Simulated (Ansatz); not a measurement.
HfSi2:
```xyz
6
Lattice="1.8420 -7.2922 0.0000 1.8420 7.2922 0.0000 0.0000 0.0000 3.6593" Properties=species:S:1:pos:R:3 pbc="T T T"
Si     1.8420    -0.7931     2.7445
Si     1.8420     0.7931     0.9148
Hf     1.8420    -5.7542     2.7445
Hf     1.8420     5.7542     0.9148
Si     1.8420     3.6425     2.7445
Si     1.8420    -3.6425     0.9148
```

Relaxed with PBE.

Question: Map the electron localisation function on the plane through (0.554, 0.446, 0.750) spanned by u = [0, 0, 1] and v = [1, -1, 0] in lattice vectors, from DFT-PBE in the program Ansatz with PAW potentials.

Answer: x is the fraction of u, y of v (the angle between them is 90°; rows are the nearest grid lines); atoms in the plane: Si at (0.00, 0.00), Si at (0.50, 0.89), Hf at (0.00, 0.34), Hf at (0.50, 0.55), Si at (0.00, 0.70), Si at (0.50, 0.20).
```
y \ x   0.000  0.111  0.167  0.278  0.389  0.444  0.556  0.611  0.722  0.833  0.889   1.00
------  -----  -----  -----  -----  -----  -----  -----  -----  -----  -----  -----  -----
1.00    0.580  0.285  0.491  0.723  0.525  0.416  0.416  0.525  0.723  0.490  0.286  0.580
0.925   0.507  0.598  0.664  0.710  0.406  0.227  0.227  0.406  0.710  0.664  0.599  0.507
0.850   0.281  0.423  0.572  0.763  0.643  0.512  0.513  0.643  0.763  0.572  0.423  0.281
0.775   0.801  0.716  0.597  0.276  0.107  0.080  0.080  0.107  0.276  0.597  0.716  0.801
0.700   0.547  0.242  0.380  0.569  0.308  0.206  0.206  0.308  0.569  0.380  0.243  0.547
0.625   0.824  0.787  0.702  0.307  0.145  0.148  0.148  0.145  0.307  0.702  0.787  0.824
0.550   0.309  0.146  0.097  0.540  0.841  0.798  0.798  0.841  0.540  0.097  0.145  0.309
0.450   0.223  0.235  0.240  0.221  0.176  0.161  0.161  0.176  0.221  0.240  0.235  0.223
0.375   0.833  0.766  0.595  0.123  0.195  0.295  0.295  0.195  0.122  0.594  0.766  0.833
0.300   0.798  0.692  0.492  0.141  0.361  0.503  0.503  0.361  0.141  0.492  0.692  0.798
0.225   0.252  0.401  0.562  0.752  0.541  0.393  0.393  0.540  0.752  0.562  0.401  0.252
0.150   0.052  0.118  0.233  0.550  0.659  0.659  0.659  0.659  0.550  0.233  0.118  0.052
0.0750  0.566  0.567  0.544  0.441  0.387  0.388  0.388  0.387  0.441  0.544  0.567  0.566
0.000   0.580  0.285  0.491  0.723  0.525  0.416  0.416  0.525  0.723  0.490  0.286  0.580
```

The density is the valence pseudo-density with augmentation charge, so density and ELF within about 1 Å of a nucleus are not all-electron values.

Space group Cmcm. The PBE relaxation kept the symmetry of its start; of distortions, only those at the zone centre were tested. No spin polarisation was allowed. Scalar-relativistic: spin–orbit coupling is off unless named, which matters more the heavier the elements.

Potentials: the later of the program's two PAW sets.
